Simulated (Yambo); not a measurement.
Yambo run on AgBr (rock salt, space group Fm-3m, No. 225). The wavefunctions are LDA (pw.x of Quantum ESPRESSO, ONCV potentials, no spin-orbit coupling) ones on a 4×4×4 mesh (13 occupied bands); a = b = c = 3.949 Å, α = β = γ = 60.00°.

Yambo input:

```
rim_cut
HF_and_locXC
RandQpts= 1000000
RandGvec= 1 Ry
EXXRLvcs= 86 Ry
VXCRLvcs= 344 Ry
% QPkrange
 1 | 1 | 13 | 14 |
 3 | 3 | 13 | 14 |
 7 | 7 | 13 | 14 |
 8 | 8 | 13 | 14 |
%
```

k points by index: 1 = Γ, 3 = L, 7 = X, 8 = W.

The o-*.hf file then holds:

```
#    K-point    Band    Eo [eV]    Ehf [eV]    Vxc [eV]    Vnlxc [eV]
#
    1    13    -2.240234    -5.695525    -13.30377    -16.75906
    1    14    0.380067    4.835357    -11.49196    -7.036669
    3    13    0.000000    -4.233925    -19.82253    -24.05645
    3    14    3.261529    7.717111    -9.672536    -5.216953
    7    13    -2.570985    -9.380285    -24.32956    -31.13886
    7    14    1.159361    5.932622    -12.02463    -7.251368
    8    13    -1.860861    -6.461377    -19.89501    -24.49553
    8    14    3.729490    8.358548    -14.00171    -9.372648
```
Exchange alone, without screening.

Geometry relaxed with LDA.
